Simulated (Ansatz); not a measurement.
SnSe:
```xyz
8
Lattice="11.5122 0.0000 0.0000 0.0000 4.1743 0.0000 0.0000 0.0000 4.3709" Properties=species:S:1:pos:R:3 pbc="T T T"
Sn     7.1225     3.1308     1.7815
Sn     4.3896     1.0436     2.5894
Sn    10.1457     1.0436     3.9670
Sn     1.3664     3.1308     0.4040
Se     1.6420     1.0436     2.2845
Se     9.8702     3.1308     2.0865
Se     4.1141     3.1308     0.0990
Se     7.3981     1.0436     4.2719
```

Relaxed with PBE+D3(BJ). Special points in fractions of this cell's reciprocal vectors: Γ (0.000, 0.000, 0.000); X (0.500, 0.000, 0.000); S (0.500, 0.500, 0.000); Y (0.000, 0.500, 0.000); Z (0.000, 0.000, 0.500); U (0.500, 0.000, 0.500); R (0.500, 0.500, 0.500); T (0.000, 0.500, 0.500).

Task: List the band energies nearest the valence-band maximum at these points for PBE+D3(BJ) with spin–orbit coupling in the plane-wave PAW code Ansatz.

Result: In eV from the valence-band maximum; about four levels below and three above (degenerate sets whole), none deeper than 8.9 eV; points with the same levels are listed once.

| k | below | above |
|---|---|---|
| Γ | -0.77 -0.77 -0.62 -0.62 | 0.47 0.47 2.91 2.91 |
| X | -0.64 -0.64 -0.64 -0.64 | 2.46 2.46 2.46 2.46 |
| S | -0.92 -0.92 -0.92 -0.92 | 1.28 1.28 1.28 1.28 |
| Y | -0.68 -0.68 -0.68 -0.68 | 0.85 0.85 0.85 0.85 |
| Z | -0.32 -0.32 -0.32 -0.32 | 1.07 1.07 1.07 1.07 |
| U | -0.28 -0.28 -0.28 -0.28 | 1.04 1.04 1.04 1.04 |
| R | -1.65 -1.65 -1.65 -1.65 | 2.31 2.31 2.31 2.31 |
| T | -1.59 -1.59 -1.59 -1.59 | 2.53 2.53 2.53 2.53 |

Space group Pnma. Symmetry was held in the PBE+D3(BJ) relaxation.

Potentials: the earlier of the program's two PAW sets.
